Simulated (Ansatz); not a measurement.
Tl (hcp (Mg type)), relaxed with LDA (Ansatz, a program for electronic structure, plane waves, PAW): a = 3.3893 Å, b = 3.3893 Å, c = 5.4785 Å, α = 90.00°, β = 90.00°, γ = 120.00°.

**Question.** The same phase is relaxed and computed with PBE+D3(BJ) in the same code. What is the cell now?

**Answer.** a = b = 3.4939 Å, c = 5.5895 Å, α = β = 90.00°, γ = 120.00°.

All cells were relaxed under the symmetry of their starts (and spin orders); stability against distortions was not tested throughout. Scalar-relativistic: spin–orbit coupling is off unless named, which matters more the heavier the elements.

Potentials: the earlier of the program's two PAW sets.

Ansatz is a plane-wave DFT program.
